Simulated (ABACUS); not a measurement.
A self-consistent single point of BaTiO₃ (P4/mmm, 5 atoms in the cell; from Materials Project mp-2998, changed as shown) with ABACUS.

Computed with PBE, PseudoDojo 0.5 standard norm-conserving PBE (tails mended) pseudopotentials (plane waves; ABACUS).

The change in words: lattice vector a scaled by 0.99. Reference geometry (Pm-3m):
```xyz
5
Lattice="3.9864 0.0000 0.0000 0.0000 3.9864 0.0000 0.0000 0.0000 3.9864" Properties=species:S:1:pos:R:3 pbc="T T T"
Ba     1.9932     1.9932     1.9932
Ti     0.0000     0.0000     0.0000
O      1.9932     0.0000     0.0000
O      0.0000     1.9932     0.0000
O      0.0000     0.0000     1.9932
```

Reference input (self-consistent single point, DFT, PBE, plane waves, PseudoDojo 0.5 standard norm-conserving PBE (tails mended) pseudopotentials): KPT = Gamma 6 6 6 0 0 0; basis_type = pw; ecutwfc = 84 Ry; smearing_method = gaussian; smearing_sigma = 0.00146997 Ry; potentials = PseudoDojo 0.5 standard norm-conserving PBE (tails mended); symmetry = 1; symmetry_prec = 1e-05; ks_solver = dav_subspace; scf_nmax = 100; scf_thr = 1.0e-09 Ry; mixing_type = pulay. This run's input differs from it in these lines:

```diff
@@ -27,3 +27,3 @@
 LATTICE_VECTORS
-   7.5332779225    0.0000000000    0.0000000000
+   7.4579458803    0.0000000000    0.0000000000
    0.0000000000    7.5332779225    0.0000000000
@@ -37,3 +37,3 @@
 1
-   3.7666389613    3.7666389613    3.7666389613 1 1 1
+   3.7289729401    3.7666389613    3.7666389613 1 1 1
 
@@ -47,3 +47,3 @@
 3
-   3.7666389613    0.0000000000    0.0000000000 1 1 1
+   3.7289729401    0.0000000000    0.0000000000 1 1 1
    0.0000000000    3.7666389613    0.0000000000 1 1 1
```

Log, with long lists cut:

```
 SELF-CONSISTENT
 -------------------------------------------
                                 init_chg = atomic

 PW ALGORITHM --------------- ION=   1  ELEC=   1--------------------------------

 Density error is 1.84526524882
                          Error Threshold = 0.01
 E_KohnSham     -273.5952394882      -3722.4542027146
 E_Fermi        0.8656588651         11.7778930899

 PW ALGORITHM --------------- ION=   1  ELEC=   2--------------------------------

 Density error is 27.1493053377
                          Error Threshold = 0.00461316312205
 E_KohnSham     -270.4986417308      -3680.3228287991
   [... lines left out ...]

 Density error is 6.73099398974e-09
                          Error Threshold = 5.18744277659e-11
 E_KohnSham     -274.5928250245      -3736.0270502497
 E_Fermi        0.8037264040         10.9352587277

 PW ALGORITHM --------------- ION=   1  ELEC=  13--------------------------------

 Density error is 8.91376103905e-12
                          Error Threshold = 1.68274849743e-11
 E_KohnSham     -274.5928250256      -3736.0270502645
 E_KS(sigma->0) -274.5928250256      -3736.0270502645
 E_entropy(-TS) -0.0000000000        -0.0000000000
 E_Fermi        0.8037245816         10.9352339330
 charge density convergence is achieved
 final etot is -3736.0270503 eV
 EFERMI = 10.935233933 eV

 STATE ENERGY(eV) AND OCCUPATIONS    NSPIN == 1
   [... 27 lines left out ...]

 TOTAL-FORCE (eV/Angstrom)
                       Ba1         0.0000000000         0.0000000000         0.0000000000
                       Ti1         0.0000000000         0.0000000000         0.0000000000
                        O1         0.0000000000         0.0000000000         0.0000000000
                        O2         0.0000000000         0.0000000000         0.0000000000
                        O3         0.0000000000         0.0000000000         0.0000000000

 TOTAL-STRESS (KBAR)
        70.7328640077         0.0000000000        -0.0000000000
         0.0000000000        49.3509432603         0.0000000000
        -0.0000000000         0.0000000000        49.3509432603
 TOTAL-PRESSURE: 56.478250 KBAR

 --------------------------------------------
 !FINAL_ETOT_IS -3736.0270502644852968 eV
 --------------------------------------------
```

The run converged in 13 iterations. Against the reference run the free energy goes up by 4.3 meV/atom, the pressure goes from 3.77 to 5.65 GPa and the gap on the mesh stays at 1.852 eV.

The structure comes from a collection of computed structures, made at another level of theory; the collection holds predicted forms beside known ones. Its lattice was then scaled.

Cost on one core: about 3.0 core-minutes (a rough figure).

“Tails mended”: in these copies of the files the far tail of each local potential was reset to the Coulomb form.
